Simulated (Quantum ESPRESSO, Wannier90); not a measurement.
Tight-binding from DFT: TaN (P-62m)

```
begin unit_cell_cart
ang
    5.2084998633    0.0000000000    0.0000000000
   -2.6042499317    4.5106931973    0.0000000000
    0.0000000000    0.0000000000    2.9147500000
end unit_cell_cart
begin atoms_frac
Ta   0.0000000000  0.0000000000  0.0000000000
Ta   0.3333333333 -0.3333333333  0.5000000000
Ta  -0.3333333333  0.3333333333  0.5000000000
N    0.3923900000  0.0000000000  0.0000000000
N   -0.3923900000 -0.3923900000  0.0000000000
N    0.0000000000  0.3923900000  0.0000000000
end atoms_frac
```

Structure: Materials Project mp-1279, symmetrised, not relaxed again. COD (Crystallography Open Database) has the formula in 5 space groups, this one among them (matched by group alone). Level: PBEsol, no spin polarisation, no spin-orbit coupling; pw.x of Quantum ESPRESSO at 68 Ry with PseudoDojo potentials, 4×4×6 k-points, Wannier90. Density: 12×12×10 mesh, cold smearing 0.01 Ry. Spin-orbit coupling is left out although heavy elements are present.

Functional, cutoff and mesh named above are those of the base row (1); the first column says what each row takes instead. Model: 24 functions from bands 16-57, start hydrogen-like Ta: d; N: p, disentangled but not localised (num_iter = 0), frozen window tied to the conduction edge or Fermi level of each row, as listed, which moves Ω_I and hoppings a little by itself. Energies are relative to the Fermi level; the misfit is to pw.x on a path, for states up to 1.0 eV relative to the Fermi level. The lattice is scaled uniformly, fractional positions fixed. The disentangled Ω_I can sit in another minimum from row to row.

```
scale  frozen to (eV)  Ω_I (Å²)  rms misfit (meV)  bottom of band 16 (eV)  on-site N4 pz minus Ta1 dz2 (eV)  hopping modulus N4 px – Ta1 dx2-y2, R = 0 0 0 (eV)  hopping modulus Ta1 dz2 – Ta1 dz2, R = 0 0 1 (eV)  hopping modulus N5 pz – N5 pz, R = 0 0 1 (eV)
-----  --------------  --------  ----------------  ----------------------  --------------------------------  --------------------------------------------------  -------------------------------------------------  ---------------------------------------------
0.95             1.50     28.49                21                  -10.58                             -4.46                                               2.727                                              2.597                                          0.784
0.975            1.50     29.10                21                   -9.96                             -4.22                                               2.484                                              2.375                                          0.774
1                1.50     29.74                20                   -9.38                             -3.99                                               2.272                                              2.182                                          0.759
1.025            1.50     30.49                19                   -8.81                             -3.75                                               2.088                                              1.993                                          0.739
1.05             1.50     31.30                21                   -8.28                             -3.50                                               1.926                                              1.821                                          0.715
```
